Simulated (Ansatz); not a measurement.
BeTe:
```
CELL_PARAMETERS angstrom
      3.98522     0.00000     0.00000
     -1.99261     3.45130     0.00000
      0.00000     0.00000     6.58349
ATOMIC_POSITIONS crystal
  Be 0.66667 0.33333 0.50079
  Be 0.33333 0.66667 0.00079
  Te 0.66667 0.33333 0.87421
  Te 0.33333 0.66667 0.37421
```

Relaxed with r²SCAN.

Q: Give the Bader charges and basin volumes of the independent atoms, r²SCAN (plane waves, PAW; program Ansatz).

A: 

| atom | Bader charge (e) | Bader volume (Å³) |
|---|---|---|
| Be1 | +1.55 | 3.0 |
| Te3 | -1.55 | 42.2 |

Space group P6_3mc (wurtzite). The first step of the workflow began from a Materials Project structure, measured or hypothetical; the Crystallography Open Database copy checked does not list it. COD files the formula under space group No. 216. Its standing as an ambient phase is unchecked. The cell was relaxed with r²SCAN under the symmetry of its start; whether a distortion lowers the energy is not shown. Spin–orbit coupling is left out wherever it is not named.

Potentials: the later of the program's two PAW sets.
